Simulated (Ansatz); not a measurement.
SiRh:
```xyz
4
Lattice="-1.6937 1.6937 4.8689 1.6937 -1.6937 4.8689 1.6937 1.6937 -4.8689" Properties=species:S:1:pos:R:3 pbc="T T T"
Rh     0.0000     0.0000     9.6864
Rh     0.0000     1.6937     2.3830
Si     0.0000     0.0000     4.1024
Si     1.6937     0.0000     1.6679
```

Relaxed with PBE. Special points in fractions of this cell's reciprocal vectors: Γ (0.000, 0.000, 0.000); X (0.000, 0.000, 0.500); P (0.250, 0.250, 0.250); N (0.000, 0.500, 0.000); M (0.500, 0.500, -0.500); S (0.280, 0.720, -0.280); S0 (-0.280, 0.280, 0.280); R (-0.061, 0.061, 0.500); G (0.500, 0.500, -0.061).

List the band energies nearest the Fermi level at these points for the program Ansatz at the PBE level (PAW).

In eV from the Fermi level; about four levels below and three above (degenerate sets whole), none deeper than 8.9 eV; points with the same levels are listed once.

```
k                    below                above
-  -----------------------  -------------------
Γ  -3.18 -3.08 -3.08 -2.34       0.45 2.12 2.12
X  -1.73 -1.73 -0.94 -0.94  2.01 2.01 3.56 3.56
P  -1.71 -1.71 -1.01 -1.01  2.14 2.14 2.87 2.87
N  -2.62 -1.92 -1.73 -1.56       0.46 1.66 3.67
M  -1.35 -1.35 -0.34 -0.34  3.51 3.51 4.96 4.96
S  -2.80 -1.74 -1.71 -1.60       0.23 2.02 4.24
R  -1.68 -1.68 -0.81 -0.81  2.23 2.23 3.57 3.57
```

Space group I4_1md. The cell is a constructed one: a structure type filled with these elements; neither database checked (COD, Materials Project) lists it. COD files the formula under space group No. 14, so this cell is another polymorph or a model. Its standing as an ambient phase is unchecked. The PBE relaxation kept the symmetry of its start; whether a distortion lowers the energy is not shown. The run is not spin-polarised. Scalar-relativistic: spin–orbit coupling is off unless named, which matters more the heavier the elements.

Potentials: the later of the program's two PAW sets.
